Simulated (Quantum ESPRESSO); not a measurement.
# Planted mistakes on one cell of AlSi2PC4

These are calculations, not measurements. They come from pw.x of Quantum ESPRESSO 7.5, a plane-wave density functional program, with PseudoDojo standard norm-conserving files (v0.5 for PBE, v0.4.1 for LDA and PBEsol). The cells are made up: elements, strain and atom displacements were drawn at random, and nothing was relaxed. There is no spin polarisation, spin-orbit coupling or dispersion term.

The cell has 8 sites of a zincblende or diamond lattice. Sites 1 to 4 hold Al Si P Si; sites 5 to 8 hold C C C C. Cell vectors in Å: (4.284, 0.059, 0.016); (0.059, 4.404, 0.024); (0.016, 0.024, 4.384). Settings: PBE, cutoff 1116 eV, 4 x 4 x 4 k mesh shifted by half a step, Fermi-Dirac smearing of 0.025 eV.

The intended run has a self-consistency threshold of 1e-07 eV, a smearing term of 0.000 eV, a pressure of 7.54 GPa and 12 iterations. Each further run changes one thing: all lengths scaled by 0.9919; atoms of sites 1 and 5 exchanged; cutoff 759 eV; files of LDA; k mesh 2 x 2 x 2; one electron removed; smearing 0.65 eV; threshold 0.4 eV. A coarse mesh keeps the shift, and a charged cell sits in a uniform background.

```
run,change of free energy (eV),smearing term -TS (eV),change of P (GPa),largest change of a force component (eV/Å),iterations
A,-5.438,0.000,-8.55,0.079,12
B,0.019,0.000,0.18,0.093,4
C,-9.114,-0.005,-24.47,0.306,12
D,0.129,0.000,5.67,0.180,10
E,-0.345,-1.194,0.72,0.104,11
F,0.490,0.000,0.48,0.096,12
G,11.022,-0.002,29.82,9.389,10
H,0.331,0.000,-3.09,0.008,10
```

A rerun of the intended cell at 1347 eV and k mesh 6 x 6 x 6 moved values by no more than 0.007 eV in the cell's energy, 0.06 GPa in stress and 0.002 eV/Å in force.

Question: which change belongs to which run?

## Worked reading

Run B has the fewest iterations, as a run stopped early does. Run E has the largest smearing term, as wide smearing gives. Run D changes the volume by a factor of 0.9759; minus its pressure change over the logarithm of that factor, 232 GPa, is a rough bulk modulus with clamped atoms. Energies from files of another functional, or of a charged cell, have another zero and say nothing on stability; the pressure of a charged cell rests on the program's zero of potential too.

## Key

| run | change |
| --- | --- |
| A | files of LDA |
| B | threshold 0.4 eV |
| C | one electron removed |
| D | all lengths scaled by 0.9919 |
| E | smearing 0.65 eV |
| F | k mesh 2 x 2 x 2 |
| G | atoms of sites 1 and 5 exchanged |
| H | cutoff 759 eV |